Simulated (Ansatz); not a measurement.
Input for Ansatz (plane-wave DFT, PAW):

```yaml
crystal:
  lattice:
    - [0.0, 3.883959031, 3.883959031]
    - [3.883959031, 0.0, 3.883959031]
    - [3.883959031, 3.883959031, 0.0]
  atoms:
    - { symbol: Ba, position: [0.25, 0.25, 0.25] }
    - { symbol: Ba, position: [0.75, 0.75, 0.75] }
    - { symbol: Co, position: [0.0, 0.0, 0.0], spin: 2.77 }
    - { symbol: W, position: [0.5, 0.5, 0.5] }
    - { symbol: O, position: [0.7436989347, 0.2563010653, 0.2563010653] }
    - { symbol: O, position: [0.2563010653, 0.7436989347, 0.2563010653] }
    - { symbol: O, position: [0.2563010653, 0.7436989347, 0.7436989347] }
    - { symbol: O, position: [0.7436989347, 0.2563010653, 0.7436989347] }
    - { symbol: O, position: [0.2563010653, 0.2563010653, 0.7436989347] }
    - { symbol: O, position: [0.7436989347, 0.7436989347, 0.2563010653] }
basis:
  ecutwfc: 420
kpoints:
  mp_grid: { grid: [8, 8, 8] }
hamiltonian:
  xc: pbesol
scf:
  occupations: { method: gaussian, width: 0.1 }
output:
  forces: true
  stress: true
  eigenvalues: true
  populations: true
magnetization:
  spin_polarized: true
relax:
  adjacent_minimum: "off"
  f_tol: 0.01
  max_steps: 30
```

Launched with
```bash
ansatz run input.yaml --threads 2 --pin off --max-ram 5120MiB --backend cpu --events-out ev --progress --plain --runs-dir out
```

All numbers below come from DFT PBEsol, scalar-relativistic, plane waves, PAW in Ansatz 0.2.0.

Abridged output (final results; tables in files aren't shown):

```
SCF converged after 2 iterations
Magnetization: 2.9832 μB (44.9916 up, 42.0084 down)
Absolute magnetization: 3.2329 μB (∫|ρ↑−ρ↓|, with the PAW one-centre terms)
Spin contamination: 0.0655 ħ² per cell (⟨S²⟩ above its minimum at these occupations)
Per-site moments (μB) at R_I (Å): [(-0.00360852, 1.13299416), (-0.00360852, 1.13299416), (2.46674724, 0.81720796), (-0.02344451, 0.78492513), (0.07744392, 0.78492513), (0.07744392, 0.78492513), (0.07744392, 0.78492513), (0.07744392, 0.78492513), (0.07744392, 0.78492513), (0.07744392, 0.78492513)]
Free energy (F): -30447.782293 eV
Harris-Foulkes:  -30447.782293 eV  (|F-HF|=6.62e-10)
Internal energy: -30447.758249 eV  (E = F + TS)
E sigma→0 (E₀):  -30447.770271 eV
Entropy (-TS):   -0.024045 eV (-2.404 meV/atom)
Fermi energy:    14.374455 eV
--- Per-component energies (eV) ---
  E_band       = -337.917506
  E_kinetic    = 2304.328144
  E_local      = -7088.530464  (includes V_loc(G=0)·N_el)
  E_nonlocal   = 872.531103
  E_hartree    = 2880.206990
  E_xc         = -1201.112997
  E_vxc        = -1285.006759  (∫ρ·V_xc dr)
  E_paw        = -21115.030977  (= ΣΔE_a)
  E_vpaw       = -901.668275  (= ΣTr[D̂ρ^β])
  E_aug_tail   = 0.015016  (compensation charges beyond the density's cutoff)
  E_ewald      = -7101.089868
  E_core_change = 0.924805  (= ΣΔE_core)
  E_smearing   = -0.024045  (= −TS)
--- Forces (eV/Å), atoms counted from 1 ---
  atom   1  Ba     0.00000000     0.00000000     0.00000000
  atom   2  Ba     0.00000000     0.00000000     0.00000000
  atom   3  Co     0.00000000     0.00000000     0.00000000
  atom   4  W      0.00000000     0.00000000     0.00000000
  atom   5  O     -0.00163260     0.00000000     0.00000000
  atom   6  O      0.00000000    -0.00163260     0.00000000
  atom   7  O      0.00163260     0.00000000     0.00000000
  atom   8  O      0.00000000     0.00163260     0.00000000
  atom   9  O      0.00000000     0.00000000    -0.00163260
  atom  10  O      0.00000000     0.00000000     0.00163260
--- Stress (GPa, compression-positive) ---
       17.811622       0.000000       0.000000
        0.000000      17.811622       0.000000
        0.000000       0.000000      17.811622
  P = ⅓ Tr σ = 17.8116 GPa (178.116 kbar)
--- Band table (eV; the first three rows and the last of 58) ---
  k-point 0 ↑: bands = ["-82.3167", "-61.4505", "-45.7231", "-45.7231", "-45.7231", "-25.8429", "-25.8429", "-25.8429", "-12.1838", "-11.7336", "-5.2864", "-4.6146", "-4.6146", "-4.0207", "-4.0207", "-4.0207", "1.5468", "1.5468", "1.5468", "2.5908", "2.5908", "2.5908", "6.1251", "6.9813", "6.9813", "9.2045", "9.2045", "9.2045", "9.5825", "9.5825", "9.5825", "10.7552", "10.7552", "10.7552", "11.5817", "11.5817", "11.5817", "11.9227", "11.9227", "11.9227", "12.0617", "12.0617", "12.0617", "12.8789", "12.8789", "16.0885", "16.0885", "16.0885", "17.3846", "17.3846", "19.3319", "19.3319", "19.3319", "20.0723", "21.5716"]
  k-point 1 ↑: bands = ["-82.3167", "-61.4505", "-45.7231", "-45.7231", "-45.7231", "-25.8430", "-25.8429", "-25.8429", "-12.1606", "-11.7459", "-5.3018", "-4.6378", "-4.6378", "-4.1217", "-4.0085", "-4.0085", "1.6209", "1.6209", "1.7423", "2.5947", "2.5947", "2.6933", "6.2623", "7.0305", "7.0305", "8.9999", "9.1577", "9.1577", "9.3697", "9.4695", "9.4695", "10.4384", "10.4384", "10.7975", "11.2888", "11.5975", "11.5975", "11.9059", "11.9059", "11.9796", "11.9803", "11.9803", "12.0074", "13.1839", "13.1839", "16.0808", "16.0935", "16.0935", "17.6319", "17.6319", "19.5349", "19.5349", "19.5579", "20.3588", "21.5998"]
  k-point 2 ↑: bands = ["-82.3167", "-61.4505", "-45.7231", "-45.7231", "-45.7231", "-25.8434", "-25.8429", "-25.8429", "-12.0974", "-11.7824", "-5.3317", "-4.6898", "-4.6898", "-4.3588", "-3.9831", "-3.9831", "1.8205", "1.8205", "2.2454", "2.5878", "2.5878", "2.9513", "6.6354", "7.1645", "7.1645", "8.4969", "8.8550", "9.0170", "9.0170", "9.1691", "9.1691", "9.9835", "9.9835", "10.5570", "10.9182", "11.3262", "11.3262", "11.7164", "11.7164", "11.8587", "12.1322", "12.2277", "12.2277", "13.7051", "13.7051", "16.0572", "16.0752", "16.0752", "18.2983", "18.2983", "20.0236", "20.0236", "20.1085", "20.8169", "21.7837"]
  k-point 28 ↓: bands = ["-79.2155", "-61.4730", "-42.6977", "-42.6977", "-42.6976", "-25.8741", "-25.8741", "-25.8737", "-11.9059", "-11.9059", "-5.3652", "-5.1446", "-4.5261", "-3.9796", "-3.9426", "-3.9426", "2.6898", "2.6898", "2.8544", "2.8868", "2.9461", "3.0401", "6.4670", "7.5525", "7.7493", "7.8182", "7.8182", "8.5401", "9.1935", "9.1935", "9.2256", "10.1850", "10.5648", "10.5648", "10.7302", "10.7302", "10.9561", "11.0061", "11.7076", "11.7076", "14.2204", "14.2204", "14.6003", "16.0002", "16.1322", "16.1322", "16.3106", "16.6835", "20.3070", "20.3070", "20.5336", "21.1999", "21.5153", "21.5153", "21.5844"]
--- Relaxed structure (4 steps of the walk, 4 accepted, 0 SCFs on fresh bases) ---
  F+E_penalty+E_count = -30447.78229336 eV   max|allowed force component| = 1.633e-3 eV/Å
  atoms:
    - { symbol: Ba, position: [0.25, 0.25, 0.25] }
    - { symbol: Ba, position: [0.75000000, 0.75000000, 0.75000000] }
    - { symbol: Co, position: [0.0, 0.0, 0.0] }
    - { symbol: W, position: [0.5, 0.5, 0.5] }
    - { symbol: O, position: [0.74496252, 0.25503747, 0.25503747] }
    - { symbol: O, position: [0.25503747, 0.74496252, 0.25503747] }
    - { symbol: O, position: [0.25503747, 0.74496252, 0.74496252] }
    - { symbol: O, position: [0.74496252, 0.25503747, 0.74496252] }
    - { symbol: O, position: [0.25503747, 0.25503747, 0.74496252] }
    - { symbol: O, position: [0.74496252, 0.74496252, 0.25503747] }
--- Löwdin populations: 10 sites ---
  site symbol q [e]    m [muB]
     0     Ba      8.2357    -0.0017
     1     Ba      8.2357    -0.0017
     2     Co     15.8398     2.4823
     3      W     12.4649    -0.0880
     4      O      6.8897     0.1010
     5      O      6.8897     0.1010
     6      O      6.8897     0.1010
     7      O      6.8897     0.1010
     8      O      6.8897     0.1010
     9      O      6.8897     0.1010
  spilling = 0.010178 (of n_electrons = 87.000000)
```

The relaxation met its thresholds.

The run took 53 s on 2 threads of Arm Neoverse V2 (shared host), peak memory 0.66 GiB.

Spin-orbit coupling is left out, which matters for the bands of heavy elements. The cell holds one magnetic atom, so it can only be ferromagnetic; an antiferromagnetic order may lie lower.